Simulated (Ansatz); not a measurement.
VGe₂:
```
VGe2
1.0
   -1.64082     1.64082     4.14126
    1.64082    -1.64082     4.14126
    1.64082     1.64082    -4.14126
V Ge
1 2
Direct
  0.00000   0.00000   0.00000
  0.33958   0.33958   0.00000
  0.66042   0.66042   0.00000
```

Relaxed with PBE. Special points in fractions of this cell's reciprocal vectors: Γ (0.000, 0.000, 0.000); X (0.000, 0.000, 0.500); P (0.250, 0.250, 0.250); N (0.000, 0.500, 0.000); M (0.500, 0.500, -0.500); S (0.289, 0.711, -0.289); S0 (-0.289, 0.289, 0.289); R (-0.078, 0.078, 0.500); G (0.500, 0.500, -0.078).

**Question.** List the band energies nearest the Fermi level at these points for DFT-PBE in the program Ansatz with PAW potentials.

**Answer.** In eV from the Fermi level; about four levels below and three above (degenerate sets whole), none deeper than 8.9 eV; points with the same levels are listed once.

```csv
k,below,above
Γ,-4.43 -1.02 -1.02 -0.97,1.00 2.75 3.17
X,-4.80 -2.83 -1.35 -1.15,1.84 1.87 2.66
P,-4.86 -4.86 -1.99 -1.26 -1.26,0.53 1.84 3.52
N,-4.12 -3.78 -0.85 -0.77,0.65 1.79 2.42
M,-1.16 -0.36,0.24 0.24 0.37 0.37
S,-5.92 -1.29 -1.05 -0.85,0.68 1.56 3.27
R,-3.14 -3.10 -1.26 -1.16,1.72 1.82 2.01
```

Space group I4/mmm (MoSi2 or CaC2 type). A made-up cell: these elements were put on the sites of a structure type; neither database checked (COD, Materials Project) lists it. Its standing as an ambient phase is unchecked. The PBE relaxation kept the symmetry of its start; whether a distortion lowers the energy is not shown. The workflow began spin-polarised and lost its moments. Spin–orbit coupling is left out wherever it is not named.

Potentials: the later of the program's two PAW sets.
